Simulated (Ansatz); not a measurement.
A distorted cell of SiC (wurtzite):

```
SiC
1.0
    3.09195     0.00000     0.00000
   -1.54598     2.67771     0.00000
    0.00000     0.00000     5.07427
Si C
2 2
Direct
  0.66667   0.33333   0.00052
  0.33333   0.66667   0.50052
  0.66667   0.33333   0.62468
  0.35341   0.70681   0.11720
```

Method: PBE (plane waves to 420 eV, PAW, scalar-relativistic; Ansatz, an electronic-structure program). k mesh 10×10×5 (Γ-centred), Fermi-Dirac smearing 0.05 eV. E stands for the smeared free energy. Compression counts positive. SiC was relaxed with its symmetry unable to fall.

Question: Predict the force on every atom, in eV/Å.

Answer: 
```
atom     Fx      Fy      Fz
----  -----  ------  ------
Si1   0.000   2.283  -0.560
Si2   0.000   0.249  -0.298
C3    0.000   0.010  -0.222
C4    0.000  -2.542   1.080
```

Question: What is the stress tensor (GPa)?

Answer: 
```
   -2.7      0.0      0.0
    0.0      6.5     -2.9
    0.0     -2.9     -0.8
```
The pressure, a third of the trace, is 1.0 GPa.

Question: In it atom 4 sits (0.000, 0.108, -0.038) Å away from its relaxed site. What is its energy relative to the relaxed cell?

Answer: 146 meV/cell.

(For displaced atoms, the force is minus the slope of the energy, and its curvature is a force constant, which sets phonon frequencies.)
